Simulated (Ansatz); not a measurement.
CaO:
```
CELL_PARAMETERS angstrom
      0.00000     2.39746     2.39746
      2.39746     0.00000     2.39746
      2.39746     2.39746     0.00000
ATOMIC_POSITIONS crystal
  Ca 0.00000 0.00000 0.00000
  O  0.50000 0.50000 0.50000
```

Relaxed with r²SCAN.

Question: Give the Bader charges and basin volumes of the independent atoms, DFT-r²SCAN in the program Ansatz with PAW potentials.

Answer: 

| atom | Bader charge (e) | Bader volume (Å³) |
|---|---|---|
| Ca1 | +1.52 | 11.6 |
| O2 | -1.52 | 15.9 |

Space group Fm-3m (rock salt). Symmetry was held in the r²SCAN relaxation.

Potentials: the later of the program's two PAW sets.
